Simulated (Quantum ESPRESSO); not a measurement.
Field gradients of AlB$_{3}$P$_{4}$ from the PAW reconstruction of the field gradient on a scalar-relativistic PBE ground state (a modified build of Quantum ESPRESSO, JTH datasets), 20 Ha, k-mesh 5×5×5 through Γ:

```yaml
crystal:
  lattice:
    - [4.81457, 0.00000, 0.00000]
    - [0.00000, 4.81457, 0.00000]
    - [0.00000, 0.00000, 4.81457]
  atoms:
    - { symbol: Al, position: [0.00000, 0.00000, 0.00000] }
    - { symbol: P, position: [0.26846, 0.26846, 0.73154] }
    - { symbol: B, position: [0.00000, 0.50000, 0.50000] }
    - { symbol: P, position: [0.26846, 0.73154, 0.26846] }
    - { symbol: B, position: [0.50000, 0.00000, 0.50000] }
    - { symbol: P, position: [0.73154, 0.26846, 0.26846] }
    - { symbol: B, position: [0.50000, 0.50000, 0.00000] }
    - { symbol: P, position: [0.73154, 0.73154, 0.73154] }
```
The cell was made here from a computed Materials Project entry: one of 4 B replaced by Al, cell and atoms relaxed (PBE without dispersion, pw.x of Quantum ESPRESSO, symmetry kept). The parent is BP in F-43m. The swapped cell is a model, not a known phase. Stability against distortions was not tested.

Vzz is the sum of three terms, each taken along its main axis: the smooth valence density, the ions (nucleus and frozen core) with the augmentation charges of all other spheres, and the all-electron minus smooth density in the atom's own sphere. The split hangs on the datasets.  Cores are frozen. P had no test against all-electron runs.

```tsv
site	smooth valence density	ions and other spheres	own sphere	Vzz (a.u.)
P (atoms 2, 4, 6, 8)	0.003	-0.035	___	___
```

### Question
Some entries are withheld; supply them.

### Answer

- P (atoms 2, 4, 6, 8), own sphere: -0.647
- P (atoms 2, 4, 6, 8), Vzz (a.u.): -0.679
